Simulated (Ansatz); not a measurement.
Born–Oppenheimer molecular dynamics of a 16-atom K₃Li₅Cl₈ cell at 24.96 Å³/atom, computed with Ansatz: Langevin thermostat at 300 K, 250 steps of 1.5 fs, friction 0.03 1/fs. The run is short and the cell small, so it isn't an equilibrium average.

```yaml
crystal:
  lattice:
    - [7.278607, 0.133335, 0.094341]
    - [0.133335, 7.689904, -0.121697]
    - [0.094341, -0.121697, 7.140495]
  atoms:
    - { symbol: Li, position: [0.2294841446, 0.1580726135, 0.0123274274] }
    - { symbol: Li, position: [0.8010713904, 0.4381007862, 0.0301197634] }
    - { symbol: Li, position: [0.0529403346, 0.2802779999, 0.5949570194] }
    - { symbol: Li, position: [0.5359149612, 0.4160749075, 0.6022369825] }
    - { symbol: Li, position: [0.6550355714, 0.0608860477, 0.9212360767] }
    - { symbol: Cl, position: [0.5533771345, 0.3380899591, 0.9320254955] }
    - { symbol: Cl, position: [0.0573843893, 0.3949704166, 0.8865988291] }
    - { symbol: Cl, position: [0.8060773743, 0.460697152, 0.4087849879] }
    - { symbol: Cl, position: [0.2590029507, 0.5919134895, 0.5709392905] }
    - { symbol: Cl, position: [0.2719524318, 0.1728665308, 0.3170537422] }
    - { symbol: Cl, position: [0.3271952033, 0.9243083248, 0.8286559718] }
    - { symbol: Cl, position: [0.7784442606, 0.7592696056, 0.1009383931] }
    - { symbol: Cl, position: [0.8145143779, 0.1165872916, 0.6307318148] }
    - { symbol: K, position: [0.2558342272, 0.6224605325, 0.1445310448] }
    - { symbol: K, position: [0.5383685322, 0.9235580403, 0.511309475] }
    - { symbol: K, position: [0.9098691435, 0.7262268218, 0.7078538304] }
  symmetry: { detect: false }
basis:
  ecutwfc: 420
  xc_grid: 1
kpoints:
  mp_grid: { grid: [1, 1, 1], shift: [0.0, 0.0, 0.0] }
hamiltonian:
  xc: pbe
scf:
  occupations: { method: fermi_dirac, width: 0.05 }
  lower_state_search: "off"
  convergence: { dr2_threshold: 1.0e-05 }
output:
  forces: true
  stress: true
md:
  timestep: 1.5
  n_steps: 250
  ensemble: nvt_langevin
  friction: 0.03
  temperature: 300.0
  initial_velocities: maxwell_boltzmann
  seed: 33019
```

```bash
ansatz run input.yaml --threads 2 --pin off --max-ram 5120MiB --backend cpu --events-out ev --progress --plain --runs-dir out
```

The calculation used DFT PBE, scalar-relativistic, plane waves, PAW in Ansatz 0.2.0.

6 frames, positions in Å (not wrapped into the cell) and forces in eV/Å:

```xyz
16
Lattice="7.279 0.133 0.094 0.133 7.690 -0.122 0.094 -0.122 7.140" Properties=species:S:1:pos:R:3:forces:R:3 pbc="T T T" time_fs=0.0 temperature_K=281 free_energy_over_first_frame_eV=0.000
Li    1.693    1.245    0.090    0.070    0.100   -0.120
Li    5.892    3.472    0.237   -0.070    0.630    1.090
Li    0.479    2.090    4.219    0.280    0.320   -0.870
Li    4.013    3.198    4.300   -0.040   -0.010   -0.240
Li    4.863    0.443    6.632   -0.040   -0.450    0.110
Cl    4.161    2.560    6.666   -0.960    0.150   -0.030
Cl    0.554    2.937    6.288    0.480   -0.390    0.430
Cl    5.967    3.600    2.939   -0.320    0.100    0.070
Cl    2.018    4.517    4.029    0.970   -0.290   -0.690
Cl    2.032    1.327    2.269   -0.030   -0.070    0.430
Cl    2.583    7.051    5.835   -0.130    0.430    1.170
Cl    5.777    5.930    0.702   -0.290    0.710   -0.380
Cl    6.004    0.928    4.566    0.210   -0.900    0.590
K     1.959    4.803    0.980    0.110    0.110    0.120
K     4.090    7.112    3.589   -0.550   -0.650   -1.490
K     6.786    5.620    5.052    0.320    0.220   -0.190
16
Lattice="7.279 0.133 0.094 0.133 7.690 -0.122 0.094 -0.122 7.140" Properties=species:S:1:pos:R:3:forces:R:3 pbc="T T T" time_fs=75.0 temperature_K=457 free_energy_over_first_frame_eV=-1.291
Li    1.917    1.508    0.017   -0.280   -0.010    0.030
Li    5.729    4.052    0.796    0.080   -0.340   -0.160
Li    0.394    2.147    3.683    0.030   -0.090    0.110
Li    3.769    2.839    4.543    0.140    0.150   -0.730
Li    4.678    0.422    6.699    0.060   -0.020   -0.150
Cl    3.925    2.757    6.733    0.410   -0.080    0.580
Cl    0.497    2.926    6.392   -0.480    0.330    0.280
Cl    5.798    3.535    3.067   -0.250    0.360   -0.260
Cl    2.191    4.441    3.777    0.210   -0.390    0.390
Cl    2.014    1.135    2.251    0.010   -0.070    0.390
Cl    2.437    7.099    5.941    0.430    0.150    0.140
Cl    5.612    6.388    0.645   -0.060   -0.050    0.010
Cl    6.054    0.765    4.682   -0.410   -0.480    0.200
K     1.967    4.950    1.076   -0.140    0.230   -0.840
K     4.105    6.688    3.353   -0.170    0.220   -0.110
K     6.926    5.602    5.016    0.440    0.090    0.130
16
Lattice="7.279 0.133 0.094 0.133 7.690 -0.122 0.094 -0.122 7.140" Properties=species:S:1:pos:R:3:forces:R:3 pbc="T T T" time_fs=150.0 temperature_K=306 free_energy_over_first_frame_eV=-1.448
Li    1.519    1.632    0.252    0.270   -0.290   -0.330
Li    5.474    3.749    0.680    0.160    0.340    0.310
Li    0.245    1.973    3.657   -0.360    0.140    0.330
Li    3.866    2.893    4.255    0.000   -0.130    0.250
Li    4.568    0.376    6.837   -0.350    0.130   -0.250
Cl    3.751    2.758    7.015   -0.200   -0.340   -0.250
Cl    0.160    3.088    6.623    0.090   -0.150   -0.080
Cl    5.652    3.619    3.013    0.240   -0.090    0.040
Cl    2.178    4.332    4.014   -0.010    0.010   -0.390
Cl    1.812    1.009    2.406   -0.180    0.030    0.030
Cl    2.501    7.250    5.968   -0.030    0.140    0.280
Cl    5.541    6.469    0.704    0.260   -0.350   -0.140
Cl    5.805    0.560    4.891    0.080    0.820   -0.350
K     1.829    5.081    0.988   -0.050    0.240   -0.090
K     4.049    6.876    3.075   -0.310   -0.280    0.520
K     6.898    5.640    5.038    0.390   -0.220    0.130
16
Lattice="7.279 0.133 0.094 0.133 7.690 -0.122 0.094 -0.122 7.140" Properties=species:S:1:pos:R:3:forces:R:3 pbc="T T T" time_fs=225.0 temperature_K=221 free_energy_over_first_frame_eV=-1.485
Li    1.395    1.645    0.273    0.310   -0.330    0.120
Li    5.473    3.838    0.453   -0.300    0.200    0.680
Li    0.331    2.089    4.137   -0.130    0.150   -0.110
Li    3.962    2.945    4.462   -0.100   -0.060    0.010
Li    4.348    0.446    6.739   -0.170   -0.330    0.140
Cl    3.658    2.624    7.058   -0.110    0.150   -0.230
Cl    0.152    3.070    6.546    0.310    0.170   -0.430
Cl    5.481    3.631    2.895    0.460    0.070    0.210
Cl    2.162    4.253    3.803   -0.030    0.150    0.110
Cl    1.649    1.068    2.498   -0.170   -0.330   -0.030
Cl    2.247    7.234    5.951    0.130    0.370   -0.020
Cl    5.412    6.292    0.565   -0.150    0.130   -0.240
Cl    5.637    0.759    4.950    0.380    0.420   -0.250
K     2.022    5.385    0.931   -0.170   -0.360    0.080
K     4.129    6.957    3.143   -0.520   -0.320    0.000
K     7.026    5.775    4.973    0.260   -0.080   -0.030
16
Lattice="7.279 0.133 0.094 0.133 7.690 -0.122 0.094 -0.122 7.140" Properties=species:S:1:pos:R:3:forces:R:3 pbc="T T T" time_fs=300.0 temperature_K=305 free_energy_over_first_frame_eV=-1.399
Li    1.654    1.839    0.477   -0.110   -0.440    0.170
Li    5.473    3.917    0.832    0.140    0.140   -0.350
Li    0.219    2.267    4.297    0.060   -0.200   -0.200
Li    4.020    3.019    4.570   -0.200   -0.100   -0.060
Li    4.139    0.601    6.499    0.340   -0.440    0.680
Cl    3.694    2.737    7.031    0.230    0.580    0.200
Cl    0.254    3.033    6.614   -0.460    0.470   -0.060
Cl    5.523    3.939    3.065    0.330   -0.050    0.320
Cl    2.108    4.351    3.866    0.870   -0.460   -0.300
Cl    1.546    1.004    2.652   -0.190   -0.060   -0.140
Cl    2.325    7.478    5.962   -0.620   -0.110   -0.170
Cl    5.291    6.428    0.403   -0.030   -0.190    0.020
Cl    5.464    0.895    4.878    0.790    0.390   -0.750
K     1.975    5.510    0.801   -0.130   -0.260    0.110
K     4.065    6.800    3.175   -0.320   -0.090   -0.020
K     7.232    5.783    4.793   -0.700    0.840    0.540
16
Lattice="7.279 0.133 0.094 0.133 7.690 -0.122 0.094 -0.122 7.140" Properties=species:S:1:pos:R:3:forces:R:3 pbc="T T T" time_fs=375.0 temperature_K=385 free_energy_over_first_frame_eV=-1.648
Li    1.324    1.670    0.270    0.220    0.100    0.580
Li    5.524    3.739    1.079   -0.180    0.090   -0.600
Li   -0.115    2.337    4.144    0.390   -0.340   -0.050
Li    3.796    2.861    4.684    0.290   -0.230    0.040
Li    4.154    0.373    6.696    0.140    0.170    0.120
Cl    3.663    2.773    7.101    0.030   -0.200    0.270
Cl    0.090    3.162    6.531   -0.160    0.030    0.140
Cl    5.633    3.910    3.290    0.170    0.070    0.000
Cl    2.290    4.291    3.950   -0.590    0.260   -0.090
Cl    1.441    1.051    2.686   -0.210   -0.040   -0.270
Cl    2.136    7.438    6.138    0.000   -0.210   -0.410
Cl    5.175    6.295    0.396   -0.020   -0.080    0.310
Cl    5.469    0.896    4.844   -0.160   -0.180   -0.140
K     1.773    5.338    0.826    0.050   -0.250    0.300
K     4.025    6.483    3.278   -0.170    0.550   -0.020
K     7.088    5.892    5.124    0.200    0.270   -0.150
```

Over the second half the temperature averages 311 K and the pressure (kinetic part included, positive in compression) 2.0 GPa. Mean square displacements at the end: Cl 0.20 Å², K 0.53 Å², Li 0.23 Å² (from the start of this run, the atoms' common shift taken off).

One k point is coarse for so small a cell, so forces and above all the pressure are rough.

Time: 2.7 min on 2 threads of Arm Neoverse V1 (shared host), peak memory 0.4 GiB.